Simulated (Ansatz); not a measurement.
## Course of a relaxation: B₅W₂

The cell of B₅W₂ is invented: random cell by space group and Wyckoff sites (P6/mmm, No. 191). Its size is a rough estimate.

```cif
data_structure
_symmetry_space_group_name_H-M 'P 1'
_symmetry_Int_Tables_number 1
_cell_length_a 4.7296
_cell_length_b 4.7296
_cell_length_c 4.2899
_cell_angle_alpha 90.000
_cell_angle_beta 90.000
_cell_angle_gamma 120.000
_cell_volume 83.10
loop_
_atom_site_label
_atom_site_type_symbol
_atom_site_fract_x
_atom_site_fract_y
_atom_site_fract_z
_atom_site_occupancy
B1 B 0.50000 0.00000 0.50000 1
B2 B 0.00000 0.50000 0.50000 1
B3 B 0.50000 0.50000 0.50000 1
B4 B 0.33333 0.66667 0.00000 1
B5 B 0.66667 0.33333 0.00000 1
W1 W 0.00000 0.00000 0.50000 1
W2 W 0.00000 0.00000 0.00000 1
```

Theory: DFT PBE, scalar-relativistic, plane waves, PAW in Ansatz 0.2.0. Cutoff 420 eV, Gaussian smearing, Γ-centred meshes. Cell and atoms relax first on a coarse mesh and then on a finer one. In between, the cell is made exact in the group found at 0.06 Å. In metals the finer mesh still leaves noise of several meV/atom or more. The steps can't lower the symmetry of their start. No spin polarisation.

Steps on the 6×6×4 mesh (7 atoms, 10 steps). The free energy counts from the last step; the plane-wave basis is renewed at times, which shifts energy and pressure.

| step | ΔF (meV/atom) | V (Å³/atom) | P (GPa) |
| --- | --- | --- | --- |
| 1 | 963.3 | 11.87 | -5.43 |
| 2 | 574.2 | 11.56 | -6.97 |
| 3 | 213.8 | 10.93 | 4.36 |
| 4 | 65.0 | 10.96 | 4.45 |
| 5 | 9.8 | 11.15 | 2.88 |
| 6 | 5.2 | 11.34 | 0.34 |
| 7 | 5.2 | 11.36 | 0.00 |
| 8 | 0.2 | 11.36 | 0.45 |
| 9 | 0.0 | 11.40 | 0.04 |
| 10 | 0.0 | 11.40 | 0.04 |

The relaxed structure, after a last relaxation on the converged mesh:

```xyz
7
Lattice="4.1870 0.0000 0.0000 -2.0935 3.6261 0.0000 0.0000 0.0000 5.2660" Properties=species:S:1:pos:R:3 pbc="T T T"
B     2.0935    0.0000    2.6330
B    -1.0468    1.8130    2.6330
B     1.0468    1.8130    2.6330
B     0.0000    2.4174    0.0000
B     2.0935    1.2087    0.0000
W     0.0000    0.0000    2.6330
W     0.0000    0.0000    0.0000
```

The symmetry stays P6/mmm (No. 191). The volume per atom shrinks by 3.8 %, from 11.9 to 11.4 Å³. The shortest distance goes from 2.14 Å (W–W) to 2.09 Å (B–W and B–B). The ratio c/a of the conventional cell changes by a factor of 1.39. The energy falls by about 0.97 eV/atom (the start's value is from the coarse mesh). B on a site of symmetry mmm has 2 W at 2.09 Å, 4 B at 2.09 Å and 4 B at 2.90 Å; B on a site of symmetry -6m2 has 3 B at 2.42 Å, 3 W at 2.42 Å and 6 B at 2.90 Å; W on its first site is surrounded by 6 B at 2.09 Å and 2 W at 2.63 Å; 1 more site not described.

| Quantity | Value |
| --- | --- |
| Volume per atom | 11.42 Å³ |
| Density | 8.76 g/cm³ |
| Energy over the elements | +1.30 eV/atom |
| Gap on the 12×12×8 mesh of the 7-atom cell | 0 eV (a metal) |

The zero of energy is the elements' standard structures at the same level; no fitted shifts are applied.

The last run used Gaussian smearing of 0.10 eV. These runs have no spin–orbit coupling, which can matter for W. The cell is a metal run without spin; a magnetic state may lie lower. Symmetry constrained the relaxation, so the result can be a saddle point. Another cell of B5W2 relaxed alike, in R-3m (a cell as deposited in COD), lies 1.05 eV/atom lower, so this cell isn't the stable form at this level.
